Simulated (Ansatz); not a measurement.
# Does this entry for V₂O₅ lie near equilibrium?

The cell is a COD entry.

Space group Pmmn:1 (No. 59); a = 3.5450, b = 11.4980, c = 4.3450 Å.

| site | Wyckoff | site symmetry | x | y | z |
| --- | --- | --- | --- | --- | --- |
| V | 4e | m.. | 0.0000 | 0.1484 | 0.8917 |
| O5 | 4e | m.. | 0.0000 | 0.3145 | 0.0090 |
| O9 | 2a | mm2 | 0.0000 | 0.0000 | 0.9830 |
| O11 | 4e | m.. | 0.0000 | 0.1481 | 0.5396 |

One atom of each set is listed.

Method: Kohn–Sham DFT in Ansatz, PBE, plane waves and PAW (field gradients read without the response of the frozen cores, which leaves them typically 4 to 6 % off), scalar-relativistic, 420 eV cutoff, Γ-centred 6×2×5 k-points, Fermi–Dirac smearing 0.02 eV.

(1) Do the atoms and the cell lie near the calculated equilibrium?

Answers

(1) No. The largest force is 3.2 eV/Å, on atom 11 (O: 1 V at 1.53 Å), and the pressure is 13.1 GPa, with principal stresses up to 21 GPa in size. Such values can come from a cell under pressure, imprecise or misplaced coordinates, missing atoms or a wrong setting of the space group; the run alone doesn't tell which, and gradients calculated on this entry can't be taken for those of the compound at ambient conditions.
